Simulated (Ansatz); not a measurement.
This LiSnH₃ structure is the end of a relaxation. The cell was found from a structure generator's guess, not taken from experiment.

Method: DFT PBE, scalar-relativistic, plane waves, PAW in Ansatz 0.2.0. Cutoff 420 eV, Γ-centred mesh, Gaussian smearing, no spin polarisation.

```
Li Sn H
1.0
     5.10025    0.00000    0.00000
    -2.55012    4.41694    0.00000
     0.00000    0.00000    4.43045
Li Sn H
2 2 6
Direct
  0.00000 0.00000 0.00000
  0.00000 0.00000 0.50000
  0.33333 0.66667 0.75000
  0.66667 0.33333 0.25000
  0.82500 0.64999 0.75000
  0.35001 0.17500 0.75000
  0.82500 0.17500 0.75000
  0.17500 0.35001 0.25000
  0.64999 0.82500 0.25000
  0.17500 0.82500 0.25000
```

Energies over the elements count from the elements' standard structures at the same level (H₂ as a molecule), with no fitted energy shifts. The references include grey tin.

Question: What space group does it have?

Answer: P6_3/mmc (No. 194), the hexagonal perovskite (2H) type. Conventional cell: a = 5.100 Å, c = 4.430 Å. Li is surrounded by 6 H at 1.90 Å and 2 Li at 2.22 Å; around Sn lie 12 H at 2.55–2.62 Å; H has 2 Li at 1.90 Å, 2 H at 2.42 Å and 4 Sn at 2.55–2.62 Å.

Question: What is its formation energy per atom?

Answer: +0.28 eV/atom. A positive value: parting into the elements would lower its energy.

Question: Is it a metal?

Answer: Yes, bands cross the Fermi level on the 9×9×8 mesh, though with few states there, as in a semimetal.

Question: From what recipe could a structure generator have reached it?

Answer: One such recipe: perovskite family, AX3 layers stacked AB, next cell at A (P6_3/mmc, No. 194). Other recipes can lead to the same cell.

The last run used a 9×9×8 mesh (in the run's order of axes) for its 10-atom cell and Gaussian smearing of 0.10 eV. With hydrogen, zero-point motion can shift formation energies by some tens of meV/atom. Symmetry constrained the relaxation, so the result can be a saddle point.
